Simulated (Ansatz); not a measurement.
Input for Ansatz (plane-wave DFT, PAW):

```yaml
crystal:
  lattice:
    - [2.4558472513, 0.0, 0.0]
    - [-1.2279236257, 2.1268261075, 0.0]
    - [0.0, 0.0, 49.1424379057]
  atoms:
    - { symbol: C, position: [0.6666666667, 0.3333333333, 0.152617581] }
    - { symbol: C, position: [0.3333333333, 0.6666666667, 0.1526191323] }
    - { symbol: C, position: [0.6666666667, 0.3333333333, 0.2244316482] }
    - { symbol: C, position: [0.0, 0.0, 0.224430097] }
    - { symbol: C, position: [0.3333333333, 0.6666666667, 0.2960342595] }
    - { symbol: C, position: [0.6666666667, 0.3333333333, 0.2960306978] }
    - { symbol: C, position: [0.6666666667, 0.3333333333, 0.4641969135] }
    - { symbol: C, position: [0.3333333333, 0.6666666667, 0.4642004752] }
    - { symbol: C, position: [0.3333333333, 0.6666666667, 0.5357995248] }
    - { symbol: C, position: [0.0, 0.0, 0.5358010761] }
    - { symbol: C, position: [0.6666666667, 0.3333333333, 0.6076120407] }
    - { symbol: C, position: [0.3333333333, 0.6666666667, 0.607613592] }
    - { symbol: C, position: [0.0, 0.0, 0.6792162033] }
    - { symbol: C, position: [0.3333333333, 0.6666666667, 0.6792126416] }
    - { symbol: C, position: [0.3333333333, 0.6666666667, 0.8473788572] }
    - { symbol: C, position: [0.0, 0.0, 0.847382419] }
basis:
  ecutwfc: 500
kpoints:
  mp_grid: { grid: [15, 15, 1] }
hamiltonian:
  xc: r2scan
scf:
  occupations: { method: gaussian, width: 0.1 }
output:
  forces: true
  stress: true
  eigenvalues: true
  write_density: true
  write_potential: true
  elf: true
  volumetric_format: npy
efield:
  axis: 3
  dipole_correction: true
  ramp_width: 0.04
```

Command:
```bash
ansatz run input.yaml --threads 2 --pin off --max-ram 5120MiB --backend cpu --events-out ev --progress --plain --runs-dir out
```

The calculation used Ansatz, DFT r2SCAN, scalar-relativistic, plane waves, PAW.

Part of what the program printed, abridged:

```
Pseudopotentials: kind: paw
Pseudopotential: C, paw, valence charge 4, recommended cutoff 500 eV (meta_gga)
Functional definition: r2SCAN
Crystal: 16 atoms, lattice volume = 256.679 Å³
Basis set: ecut = 500 eV, 6617 PW (Γ), exchange–correlation on 72×72×1440 points (64 copies of the dense FFT grid, shifted against one another)
Bands: 48, of which v1, the nominal top of the filled ones, is band 32 counted from 1 (31 counted from 0)
Symmetry: 6 space group operations
Space group: P3m1 (ITA 156), of the structure as read, at distance tolerance 6.4e-5 Å
k-points: 27 of 225 (time reversal used)
Initial density: superposition of atomic densities (neutral atoms: chi_scale 0, normalization atom), corrected by the library's trained network
Initial wavefunctions: pseudopotential atomic-orbital guess
Functional: x = r2scan, c = r2scan; τ floored in thin density (d = 2e-4 eV/Å³)
SCF iter   1: F=—  HF=-4026.261930 eV  |F-HF|=—  |Δ(HF+E_count)|=         —  Δρ=5.86e-3  dr2=4.66e-2  dr2_τ=3.31e0  ethr=1.77e-3  p= 0.000 e·Å  D=-1.68e-4 V/Å  ΔV_dip=0.01 eV  dr2_dipole=2.94e-2  V_vac-E_F(+/−)=4.33/4.32 eV  ⟨swp⟩=16.0  Hψ=10186  notcnv=0  defer=47
efield: sawtooth ramp at fractional position 0.9800 (placed from the atoms, in the widest stretch of the axis that holds none; the zero of the levels goes with the place), width 0.0400; the density the first Hamiltonian is built on has a dipole p =  0.000 e·Å; the dipole correction subtracts the counter field D = -1.68e-4 V/Å, which shifts the + side's vacuum level by +0.01 eV against the − side's; the planar-averaged density in the ramp window peaks in size at 9.3e-5 e/Å³
SCF iter   2: F=—  HF=-4026.577259 eV  |F-HF|=—  |Δ(HF+E_count)|=   3.15e-1  Δρ=1.12e-3  dr2=5.15e-3  dr2_τ=1.59e-4  ethr=7.28e-5  p=0.000 e·Å  D=1.26e-4 V/Å  ΔV_dip=-0.01 eV  dr2_dipole=2.37e-3  V_vac-E_F(+/−)=4.23/4.23 eV  ⟨swp⟩=3.3  Hψ=2886  notcnv=0  defer=205
SCF iter   3: F=—  HF=-4026.577493 eV  |F-HF|=—  |Δ(HF+E_count)|=   2.34e-4  Δρ=6.21e-4  dr2=2.78e-3  dr2_τ=8.62e-5  ethr=8.05e-6  p=0.002 e·Å  D=1.11e-3 V/Å  ΔV_dip=-0.05 eV  dr2_dipole=2.60e-6  V_vac-E_F(+/−)=4.26/4.31 eV  ⟨swp⟩=2.7  Hψ=2315  notcnv=0  defer=207
SCF iter   4: F=—  HF=-4026.576796 eV  |F-HF|=—  |Δ(HF+E_count)|=   6.97e-4  Δρ=1.19e-4  dr2=8.79e-5  dr2_τ=5.94e-6  ethr=4.34e-6  p=0.001 e·Å  D=5.50e-4 V/Å  ΔV_dip=-0.03 eV  dr2_dipole=2.28e-5  V_vac-E_F(+/−)=4.26/4.29 eV  ⟨swp⟩=2.0  Hψ=1556  notcnv=0  defer=207
SCF iter   5: F=—  HF=-4026.576829 eV  |F-HF|=—  |Δ(HF+E_count)|=   3.32e-5  Δρ=5.09e-5  dr2=1.28e-5  dr2_τ=3.11e-7  ethr=1.37e-7  p=0.001 e·Å  D=4.05e-4 V/Å  ΔV_dip=-0.02 eV  dr2_dipole=3.91e-6  V_vac-E_F(+/−)=4.26/4.28 eV  ⟨swp⟩=2.0  Hψ=1816  notcnv=0  defer=207
SCF iter   6: F=—  HF=-4026.576826 eV  |F-HF|=—  |Δ(HF+E_count)|=   2.39e-6  Δρ=8.74e-6  dr2=4.57e-7  dr2_τ=2.11e-8  ethr=1.99e-8  p=0.001 e·Å  D=4.38e-4 V/Å  ΔV_dip=-0.02 eV  dr2_dipole=1.72e-7  V_vac-E_F(+/−)=4.26/4.28 eV  ⟨swp⟩=2.0  Hψ=1854  notcnv=0  defer=207
SCF iter   7: F=-4026.576826 eV  HF=-4026.576826 eV  |F-HF|=4.70e-8  |Δ(HF+E_count)|=   2.59e-8  Δρ=4.04e-6  dr2=3.48e-8  dr2_τ=3.58e-9  ethr=1.56e-10  p=0.001 e·Å  D=4.36e-4 V/Å  ΔV_dip=-0.02 eV  dr2_dipole=2.58e-9  V_vac-E_F(+/−)=4.26/4.28 eV  ⟨swp⟩=47.9  Hψ=14355  notcnv=0
the search or the solves at the SCF's close seem to have found levels that the self-consistency loop had missed (the run counts 1). By its estimate they hold under 1e-12 electrons; where the run keeps them, the occupations were computed again with them
SCF 1 converged in 7 iterations: F = -4026.576826 eV  dr2 = 3.48e-8
WARN: The output density's exchange-correlation potential varies sharply where the density is thin. Do not read a vacuum level from v_tot or v_xc, or from such a field of the output density. On a cell that repeats whose density bears no net charge and no dipole along the vacuum's axis use v_es (v_loc + v_h of the components); under efield.dipole_correction with no amplitude use v_es + v_field, which holds any external_charges[].barrier, or the levels of the report's work_function block, which leave it out; under a non-zero efield.amplitude the vacuum is tilted and has no level; on a cell that repeats and bears such a dipole with no correction it is tilted too, and efield.dipole_correction wi ...
SCF converged after 7 iterations
Free energy (F): -4026.576826 eV
Harris-Foulkes:  -4026.576826 eV  (|F-HF|=4.70e-8)
Internal energy: -4026.571758 eV  (E = F + TS)
E sigma→0 (E₀):  -4026.574292 eV
Entropy (-TS):   -0.005069 eV (-0.317 meV/atom)
Fermi energy:    1.913038 eV
Dipole field:    D = 0.000496 V/Å  (p = 0.000704 e·Å, saw-weighted, corrected)
Work function:   Φ+ = 4.2546 eV   Φ− = 4.2790 eV
Levels:          The Fermi level and band energies are counted from a zero that moves with the ramp; work functions are not
--- Per-component energies (eV) ---
  E_band       = -503.178846
  E_kinetic    = 1453.915181
  E_local      = -40060.135420  (includes V_loc(G=0)·N_el)
  E_nonlocal   = 431.199272
  E_hartree    = 19383.755818
  E_xc         = -755.224137
  E_vxc        = -1046.511072  (∫ρ·V_xc dr)
  E_paw        = -1614.076795  (= ΣΔE_a)
  E_vpaw       = -108.078632  (= ΣTr[D̂ρ^β])
  E_aug_tail   = 0.000085  (compensation charges beyond the density's cutoff)
  E_vtau       = 58.898996  (kinetic-family band-sum trace: ∫τ·v_τ [+ j·A + Jᵃ·Aᵃ] dr)
  E_efield     = 0.000000  (sawtooth field / dipole correction)
  E_vefield    = 0.037598  (∫n·V_field dr)
  E_ewald      = 17134.390619
  E_core_change = -0.396380  (= ΣΔE_core)
  E_smearing   = -0.005069  (= −TS)
--- Forces (eV/Å), atoms counted from 1 ---
  atom   1  C      0.00000000     0.00000000     0.00515596
  atom   2  C      0.00000000     0.00000000    -0.00288259
  atom   3  C      0.00000000     0.00000000    -0.00214630
  atom   4  C      0.00000000     0.00000000     0.00019063
  atom   5  C      0.00000000     0.00000000    -0.00037308
  atom   6  C      0.00000000     0.00000000     0.00008118
  atom   7  C      0.00000000     0.00000000     0.00007505
  atom   8  C      0.00000000     0.00000000     0.00158464
  atom   9  C      0.00000000     0.00000000    -0.00183180
  atom  10  C      0.00000000     0.00000000     0.00035359
  atom  11  C      0.00000000     0.00000000    -0.00035104
  atom  12  C      0.00000000     0.00000000     0.00182486
  atom  13  C      0.00000000     0.00000000    -0.00008286
  atom  14  C      0.00000000     0.00000000    -0.00160311
  atom  15  C      0.00000000     0.00000000     0.00305981
  atom  16  C      0.00000000     0.00000000    -0.00309057
--- Stress (GPa, compression-positive) ---
        0.019343       0.000000       0.000000
        0.000000       0.019343       0.000000
        0.000000       0.000000      -0.012944
  P = ⅓ Tr σ = 0.0086 GPa (0.086 kbar)
--- Band table (eV; the first three rows and the last of 27) ---
  k-point 0: bands = ["-19.0172", "-19.0116", "-18.9743", "-18.9645", "-18.9474", "-18.9105", "-18.8697", "-18.8545", "-6.8190", "-6.7508", "-6.4686", "-6.2388", "-6.2334", "-5.9834", "-5.6515", "-5.5587", "-1.3494", "-1.3494", "-1.3344", "-1.3344", "-1.3331", "-1.3331", "-1.3328", "-1.3328", "-1.3322", "-1.3322", "-1.3216", "-1.3216", "-1.3205", "-1.3205", "-1.3163", "-1.3163", "5.4119", "5.4995", "5.7496", "5.8940", "6.2036", "6.5918", "6.7712", "7.2869", "7.4751", "8.3505", "8.4666", "9.4829", "9.8078", "10.5231", "10.6562", "10.6562"]
  k-point 1: bands = ["-18.9050", "-18.8996", "-18.8625", "-18.8528", "-18.8358", "-18.7991", "-18.7585", "-18.7434", "-6.6833", "-6.6154", "-6.3342", "-6.1051", "-6.0999", "-5.8509", "-5.5204", "-5.4280", "-1.8075", "-1.7941", "-1.7921", "-1.7912", "-1.7910", "-1.7801", "-1.7770", "-1.7721", "-1.5871", "-1.5731", "-1.5712", "-1.5707", "-1.5703", "-1.5595", "-1.5571", "-1.5524", "5.5570", "5.6437", "5.8933", "6.0377", "6.3444", "6.7344", "6.9121", "7.4272", "7.6130", "8.4918", "8.5979", "9.6127", "9.9358", "10.6189", "10.7062", "10.7164"]
  k-point 2: bands = ["-18.5694", "-18.5641", "-18.5278", "-18.5186", "-18.5016", "-18.4656", "-18.4258", "-18.4109", "-6.2783", "-6.2111", "-5.9329", "-5.7062", "-5.7013", "-5.4555", "-5.1295", "-5.0384", "-3.0212", "-3.0122", "-3.0102", "-3.0066", "-3.0049", "-2.9931", "-2.9865", "-2.9805", "-2.1889", "-2.1766", "-2.1746", "-2.1729", "-2.1725", "-2.1613", "-2.1570", "-2.1518", "5.9923", "6.0764", "6.3242", "6.4688", "6.7670", "7.1615", "7.3351", "7.8477", "8.0263", "8.9150", "8.9900", "9.9949", "10.3012", "10.7089", "10.7131", "10.7256"]
  k-point 26: bands = ["-11.6571", "-11.6550", "-11.6320", "-11.6320", "-11.6317", "-11.6161", "-11.6150", "-11.6144", "-11.6137", "-11.6131", "-11.6028", "-11.6007", "-11.6005", "-11.5913", "-11.5660", "-11.5551", "-9.2845", "-9.2688", "-9.2677", "-9.2673", "-9.2667", "-9.2574", "-9.2552", "-9.2551", "1.5075", "1.5556", "1.7538", "1.9070", "1.9071", "1.9074", "1.9091", "1.9136", "1.9136", "1.9167", "1.9178", "1.9182", "1.9189", "2.0866", "2.3052", "2.3659", "12.6858", "12.6859", "12.7294", "12.8314", "13.0366", "13.1059", "13.1075", "13.1671"]
```

The calculation finished and met its thresholds.

Time: 52 s on 2 threads of Arm Neoverse V1, with other jobs on the host, peak memory 1 GiB.